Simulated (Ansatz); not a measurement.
**HPbNO4 and the effect of the choice of potentials or basis**

```yaml
crystal:
  lattice:
    - [4.27531, -0.00040, 0.00636]
    - [-2.08399, 5.20775, -0.04907]
    - [-2.12377, -1.86574, 4.91491]
  atoms:
    - { symbol: H, position: [0.99073, 0.03330, 0.90994] }
    - { symbol: Pb, position: [0.50274, 0.81989, 0.14287] }
    - { symbol: N, position: [0.00838, 0.47408, 0.50265] }
    - { symbol: O, position: [0.99816, 0.92741, 0.02877] }
    - { symbol: O, position: [0.19467, 0.73435, 0.60852] }
    - { symbol: O, position: [0.81673, 0.35882, 0.24556] }
    - { symbol: O, position: [0.01381, 0.33121, 0.65217] }
```

The cell comes from a database or a generator and needn't be the stable form of this composition.

Kept alike: task single point; functional PBE; k mesh 8 × 6 × 6; occupations fermi-dirac, width 0.05 eV; no spin polarisation. Program: Ansatz. Cutoffs run from 1000 to 1800 eV. The mesh is that of the run's cell of 7 atoms. No spin-orbit coupling.

| choice of potentials or basis | band gap (eV) |
| --- | --- |
| Ansatz NC | 2.807 |
| Ansatz PAW (files of its older set among them) | 2.821 |
| JTH PAW | 2.800 |
| PseudoDojo standard (PBE files) | 2.792 |
| SPMS NC | 2.787 |

Spin-orbit coupling, left out here, moves the band edges of heavy atoms and can close or invert small gaps. A gap read on the mesh alone can miss an edge between its points.

Q: What does the choice of potentials or basis change here?

A: The band gap runs from 2.787 (SPMS NC) to 2.821 eV (Ansatz PAW (files of its older set among them)).
